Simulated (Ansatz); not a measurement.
## Data sheet: Ti2C (DFT)

Ti$_{2}$C:
```xyz
12
Lattice="0.0000 4.3104 4.3104 4.3104 0.0000 4.3104 4.3104 4.3104 0.0000" Properties=species:S:1:pos:R:3 pbc="T T T"
Ti     7.5974     5.3337     5.3337
Ti     5.4422     5.4422     3.1785
Ti     5.3337     7.5974     5.3337
Ti     3.1785     3.1785     3.1785
Ti     7.5974     7.5974     7.5974
Ti     5.4422     3.1785     5.4422
Ti     5.3337     5.3337     7.5974
Ti     3.1785     5.4422     5.4422
C      1.0776     1.0776     1.0776
C      1.0776     3.2328     3.2328
C      3.2328     3.2328     1.0776
C      3.2328     1.0776     3.2328
```

Space group Fd-3m (No. 227); conventional cell a = b = c = 8.6207 Å, α = β = γ = 90.00°.

Method: r²SCAN in the plane-wave PAW code Ansatz. Geometry: relaxed at this level of theory. Other levels are named where they apply.

Cell and energy:

* **Volume per atom**: 13.35 Å³
* **Density**: 4.47 g/cm³
* **Formation energy from the elements (no fitted shifts)**: -0.75 eV/atom

Electronic structure:

- Electronic character = metallic (no gap)
- Density of states at the Fermi level = 0.37 states/eV per atom (mean over ±0.08 eV)

Mechanics:

Bulk modulus (Birch–Murnaghan fit): 148 GPa
Pressure derivative B′: 4.3
Elastic constants (relaxed ions, GPa): C11 = 201, C12 = 120, C44 = 124
Mechanical stability: stable (all eigenvalues of C positive)
Hill bulk and shear moduli: 147 and 78.9 GPa
Young's modulus: 201 GPa
Poisson's ratio: 0.27
Debye temperature from the elastic constants: 587 K

Phonons:

- Highest zone-centre frequency: 720 cm⁻¹
- Zone-centre stability: no imaginary mode at Γ

Charges:

- Bader charges = Ti +1.10, C -2.20 e

The first step of the workflow began from a Materials Project structure, measured or hypothetical; the Crystallography Open Database copy checked does not list it. Its standing as an ambient phase is unchecked. The cell was relaxed with r²SCAN under the symmetry of its start. The run is not spin-polarised. As this level gives no gap, shear constants depend on the k-mesh and smearing (Fermi–Dirac, 0.1 eV here). As this level gives no gap, phonon frequencies hold no LO–TO term and depend on the k-mesh and smearing (Fermi–Dirac, 0.1 eV here). The references are the lowest solids computed at this level, not always the standard phases.

Potentials: the earlier of the program's two PAW sets. The files were generated under PBE; for other functionals the program regenerates the frozen cores, and for LDA and PBEsol the local potential too.
